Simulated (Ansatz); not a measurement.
SrAg4As2 single point

input.yaml (Ansatz 0.2.0)

```yaml
crystal:
  lattice:
    - [2.243144, 3.885234, 0.0]
    - [-2.243144, 3.885234, 0.0]
    - [0.0, -2.590156, 8.344228]
  atoms:
    - { symbol: Sr, position: [0.0, 0.0, 0.0] }
    - { symbol: As, position: [0.2474, 0.2474, 0.7422] }
    - { symbol: As, position: [0.7526, 0.7526, 0.2578] }
    - { symbol: Ag, position: [0.1434, 0.1434, 0.4302] }
    - { symbol: Ag, position: [0.8566, 0.8566, 0.5698] }
    - { symbol: Ag, position: [0.4385, 0.4385, 0.3155] }
    - { symbol: Ag, position: [0.5615, 0.5615, 0.6845] }
  symmetry: { tolerance: 0.0003 }
kpoints:
  mp_grid: { grid: [8, 8, 8], shift: [0, 0, 0] }
  band_path:
    path:
      - [0.0, 0.0, 0.0]
      - [0.0, 0.0, 0.5]
      - [0.31727395, -0.31727395, 0.5]
      - [0.31727395, -0.3654521, 0.18272605]
      - [0.5, 0.0, 0.0]
      - [0.0, 0.0, 0.0]
      - [0.34136303, -0.34136303, 0.0]
      - [0.31727395, -0.34136303, 0.34136303]
      - [0.0, -0.5, 0.5]
      - [0.0, 0.0, 0.0]
    npoints: 6
magnetization:
  spin_polarized: false
scf:
  occupations: { method: fermi_dirac }
  lower_state_search: "off"
  max_iter: 200
hamiltonian:
  pseudopotentials: { kind: paw }
  xc: pbe
basis:
  ecutwfc: 420
  fft_grid_basis: typed
output:
  forces: true
  stress: true
  eigenvalues: true
  bader: true
  populations: true
  elf: true
  write_potential: true
  volumetric_format: npy
  dos:
    e_range: [-12, 8]
    de: 0.05
    projected: { site_lists: { Ag: [Ag], As: [As], Sr: [Sr] } }
checkpoint:
  read: saved_state
```

The saved state is an earlier solution for the same cell, perhaps on another mesh. 

Parts of the output:

```
SCF iter   1: F=—  Δρ=7.37e-4  dr2=7.28e-4
SCF iter   2: F=—  Δρ=8.89e-4  dr2=1.01e-3
SCF iter   3: F=—  Δρ=2.08e-4  dr2=5.35e-5
SCF iter   4: F=—  Δρ=2.95e-5  dr2=2.58e-6
SCF iter   5: F=—  Δρ=1.03e-5  dr2=1.89e-7
SCF iter   6: F=-43620.4698 eV  Δρ=2.04e-6  dr2=9.98e-9
Free energy (F): -43620.4698 eV
Harris-Foulkes:  -43620.4698 eV  (|F-HF|=7.71e-10)
Internal energy: -43620.4303 eV  (E = F + TS)
E sigma→0 (E₀):  -43620.4500 eV
Entropy (-TS):   -0.0396 eV (-5.652 meV/atom)
Fermi energy:    13.7118 eV
--- Per-component energies (eV) ---
  E_band       = -1672.8222
  E_kinetic    = 2565.3857
  E_local      = -19673.1598  (includes V_loc(G=0)·N_el)
  E_nonlocal   = -818.4067
  E_hartree    = 9370.7607
  E_xc         = -1073.8387
  E_vxc        = -1263.9339  (∫ρ·V_xc dr)
  E_paw        = -21974.3709  (= ΣΔE_a)
  E_vpaw       = -1224.2236  (= ΣTr[D̂ρ^β])
  E_aug_tail   = 0.0013  (compensation charges beyond the density's cutoff)
  E_ewald      = -12016.8018
  E_smearing   = -0.0396  (= −TS)
--- Forces (eV/Å), atoms counted from 1 ---
  atom   1  Sr     0.0000     0.0000     0.0000
  atom   2  As     0.0000     0.0000     1.3026
  atom   3  As     0.0000     0.0000    -1.3026
  atom   4  Ag     0.0000     0.0000    -0.1365
  atom   5  Ag     0.0000     0.0000     0.1365
  atom   6  Ag     0.0000     0.0000    -0.5477
  atom   7  Ag     0.0000     0.0000     0.5477
--- Stress (GPa, compression-positive) ---
        7.3131       0.0000       0.0000
        0.0000       7.3131       0.0000
        0.0000       0.0000       3.4495
  P = ⅓ Tr σ = 6.0252 GPa (60.252 kbar)
--- Löwdin populations: 7 sites ---
  site symbol       q [e]
     0     Sr      8.4716
     1     As     16.1440
     2     As     16.1440
     3     Ag     18.5729
     4     Ag     18.5729
     5     Ag     18.6007
     6     Ag     18.6007
  spilling = 0.0077 (of n_electrons = 116.0000)
--- Bader charges: 7 sites ---
  site symbol  charge [e]  shift [e]
     0     Sr      1.3932     0.0000
     1     As     -0.6769     0.0007
     2     As     -0.6770     0.0007
     3     Ag      0.0583     0.0002
     4     Ag      0.0583     0.0002
     5     Ag     -0.0779     0.0006
     6     Ag     -0.0779     0.0006
```

Origin: a known structure type with other elements, at an estimated volume, so it need not be a known compound.
